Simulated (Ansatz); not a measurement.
Computed properties of Pb

```xyz
2
Lattice="3.4800 0.0000 0.0000 -1.7400 3.0138 0.0000 0.0000 0.0000 5.5900" Properties=species:S:1:pos:R:3 pbc="T T T"
Pb    0.0000    2.0092    1.3975
Pb    1.7400    1.0046    4.1925
```

Atoms are numbered in the order listed.

The cell is COD entry 1537623, as deposited and not checked against the literature; nothing was relaxed.

Spin–orbit coupling is left out, though it moves levels of the heavy atoms by tenths of an eV or more.

Method: DFT, PBEsol, all-electron LAPW, scalar-relativistic in Ansatz 0.2.0.

Numerical set-up: a Γ-centred 14×14×8 k mesh, Fermi–Dirac smearing of 0.08 eV, basis error target 0.5 meV/atom, no spin polarisation.

```
Pressure at this cell : 10.0 kbar
Volume per atom       : 29.31 Å³
```

(1) Predict this quantity. Stress xx, yy, zz (compression positive).

(2) Density of states at the Fermi level (0.2 eV bin): what does the calculation give?

(3) Give the computed value. Band gap.

## Answers

(1) 0.38, 0.38, 2.23 GPa.

(2) 0.98 states/eV per cell.

(3) none: bands cross the Fermi level, a metal.
